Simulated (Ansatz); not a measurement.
GaSb:
```
CELL_PARAMETERS angstrom
      3.87126     0.00000     0.00000
     -1.93563     3.35261     0.00000
      0.00000     0.00000     7.14761
ATOMIC_POSITIONS crystal
  Ga 0.00000 0.00000 0.00000
  Ga 0.00000 0.00000 0.50000
  Sb 0.33333 0.66667 0.25000
  Sb 0.66667 0.33333 0.75000
```

Relaxed with PBEsol. Special points in fractions of this cell's reciprocal vectors: Γ (0.000, 0.000, 0.000); M (0.500, 0.000, 0.000); K (0.333, 0.333, 0.000); A (0.000, 0.000, 0.500); L (0.500, 0.000, 0.500); H (0.333, 0.333, 0.500).

Q: List the band energies nearest the Fermi level at these points for plane-wave PAW PBEsol (Ansatz code).

A: In eV from the Fermi level; about four levels below and three above (degenerate sets whole), none deeper than 8.9 eV; points with the same levels are listed once.

| k | below | above |
|---|---|---|
| Γ | -7.89 -0.91 -0.44 | 0.64 0.64 1.26 1.26 |
| M | -5.06 -4.82 -3.93 -1.82 | 0.63 1.16 1.19 |
| K | -3.16 -3.16 -2.81 -2.81 | 4.11 4.53 5.35 5.35 |
| A | -5.16 -5.16 | 0.96 0.96 0.96 0.96 |
| L | -1.36 -1.36 -1.02 -1.02 | 2.96 2.96 5.40 5.40 |
| H | -0.47 -0.47 -0.40 -0.40 | 1.69 1.69 7.44 7.44 |

Space group P6_3/mmc (NiAs type). The start of the workflow was typed in or built on a structure type; neither database checked (COD, Materials Project) lists it. It is not the phase usual at ambient conditions (space group No. 216). The cell was relaxed with PBEsol under the symmetry of its start; whether a distortion lowers the energy is not shown. Scalar-relativistic: spin–orbit coupling is off unless named, which matters more the heavier the elements.

Potentials: the earlier of the program's two PAW sets. The files were generated under PBE; for other functionals the program regenerates the frozen cores, and for LDA and PBEsol the local potential too.
